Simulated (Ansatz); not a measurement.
## LaTiO₃ single point

Input file of Ansatz 0.2.0:

```yaml
crystal:
  lattice:
    - [4.03349486, 0.0, 0.0]
    - [0.0, 4.03349486, 0.0]
    - [0.0, 0.0, 4.03349486]
  atoms:
    - { symbol: Ti, position: [0.0, 0.0, 0.0], spin: 1.0 }
    - { symbol: O, position: [0.5, 0.0, 0.0] }
    - { symbol: O, position: [0.0, 0.5, 0.0] }
    - { symbol: O, position: [0.0, 0.0, 0.5] }
    - { symbol: La, position: [0.5, 0.5, 0.5] }
  symmetry: { detect: false, time_reversal: true }
kpoints:
  mp_grid: { grid: [6, 6, 6], shift: [0, 0, 0] }
  band_path:
    path:
      - [0.0, 0.0, 0.0]
      - [0.0, 0.5, 0.0]
      - [0.5, 0.5, 0.0]
      - [0.0, 0.0, 0.0]
      - [0.5, 0.5, 0.5]
      - [0.0, 0.5, 0.0]
      - [0.5, 0.5, 0.5]
      - [0.5, 0.5, 0.0]
    npoints: 8
magnetization:
  spin_polarized: true
scf:
  occupations: { method: gaussian, width: 0.087 }
  lower_state_search: "off"
  max_iter: 200
hamiltonian:
  pseudopotentials: { kind: paw }
  xc: r2scan
  hubbard:
    projectors: all-electron-ortho-atomic
    sites: [{ species: Ti, l: d, u_eff: 5.76 }]
basis:
  ecutwfc: 500
  fft_grid_basis: typed
output:
  forces: true
  stress: true
  eigenvalues: true
  bader: true
  populations: true
  elf: true
  write_potential: true
  volumetric_format: npy
  dos:
    e_range: [-12, 8]
    de: 0.05
    projected: { site_lists: { La: [La], O: [O], Ti: [Ti] } }
  write_density: true
checkpoint:
  read: saved_state
```

Run as

```sh
ansatz run input.yaml --threads 1 --pin off --max-ram 2560MiB --backend cpu --events-out ev --progress --plain --runs-dir out
```

The saved state is an earlier solution for the same cell, perhaps on another mesh. Magnetic state (reached from a saved solution, and it need not be the lowest): Ti1 up.

Parts of the output:

```
Ti: projections on atomic orbitals take those of the free atom [Ne] 3s2 3p6 3d2 4s2, of charge +0.00 (hamiltonian.pseudopotentials.projection_atoms); the dataset's partial waves leave at most 4.1e-7 of an orbital's norm unspanned inside its sphere
O: projections on atomic orbitals take those of the free atom [He] 2s2 2p4, of charge +0.00 (hamiltonian.pseudopotentials.projection_atoms); the dataset's partial waves leave at most 1.9e-8 of an orbital's norm unspanned inside its sphere
La: projections on atomic orbitals take those of the free atom [Kr 4d10] 4f0 5s2 5p6 5d1 6s2, of charge +0.00 (hamiltonian.pseudopotentials.projection_atoms); the dataset's partial waves leave at most 1.9e-5 of an orbital's norm unspanned inside its sphere
Pseudopotentials: kind: paw
Pseudopotential: Ti, paw, valence charge 12, recommended cutoff 500 eV (meta_gga), Ti.paw.azcp
Pseudopotential: O, paw, valence charge 6, recommended cutoff 500 eV (meta_gga), O.paw.azcp
Pseudopotential: La, paw, valence charge 11, recommended cutoff 500 eV (meta_gga), La.paw.azcp
Functional definition: r2SCAN
  exchange = r2scan_x(k0 = k0, k1 = k1, a1 = a1)
  correlation = r2scan_c
Crystal: 5 atoms, lattice volume = 65.621 Å³
Basis set: ecut = 500 eV, 1743 PW (Γ), exchange–correlation on 120×120×120 points (64 copies of the dense FFT grid, shifted against one another)
Bands: 26, of which v1, the nominal top of the filled ones, is band 21 counted from 1 (20 counted from 0)
Symmetry: 1 space group operations
k-points: 112 of 216 (time reversal used)
Initial density: read from a saved state, or passed on in memory by an earlier SCF of this step, an earlier step, the calling program or the single point that the run made first
Starting moments: Σ|m| = 1 μB on 1 of 5 sites; this step starts from the density that it was given
Functional: x = r2scan, c = r2scan; τ floored in thin density (d = 2e-4 eV/Å³)
Magnetization: 1.0000 μB (21.0000 up, 20.0000 down)
Absolute magnetization: 1.0582 μB (∫|ρ↑−ρ↓|, with the PAW one-centre terms)
Spin contamination: 0.0036 ħ² per cell (⟨S²⟩ above its minimum at these occupations)
Per-site moments (μB) at R_I (Å): [(0.7189, 0.8319), (-0.0049, 0.8319), (-0.0049, 0.8319), (0.0147, 0.8319), (0.0141, 1.1765)]
Free energy (F): -10480.4090 eV
Harris-Foulkes:  -10480.4090 eV  (|F-HF|=3.82e-9)
Internal energy: -10480.4090 eV  (E = F + TS)
E sigma→0 (E₀):  -10480.4090 eV
Fermi energy:    13.4614 eV
--- Stress (GPa, compression-positive) ---
       -5.4649      -3.2213       0.0008
       -3.2213      -5.4629       0.0005
        0.0008       0.0005       0.0735
  P = ⅓ Tr σ = -3.6181 GPa (-36.181 kbar)
--- Löwdin populations: 5 sites ---
  site symbol       q [e]    m [muB]
     0     Ti     10.5439     0.9575
     1      O      6.8067    -0.0069
     2      O      6.8067    -0.0069
     3      O      6.8066     0.0150
     4     La      9.8859     0.0330
  spilling = 0.0037 (of n_electrons = 41.0000)
--- Bader charges: 5 sites ---
  site symbol  charge [e]  shift [e]    m [muB]
     0     Ti      2.1572     0.0017     0.8866
     1      O     -1.4391     0.0005     0.0197
     2      O     -1.4391     0.0005     0.0197
     3      O     -1.4342     0.0007     0.0512
     4     La      2.1551     0.0000     0.0228
```

Total energies depend on the potentials used, so only differences within one code and one set of settings carry meaning.

Origin: a known structure type with other elements, at an estimated volume, so it need not be a known compound.
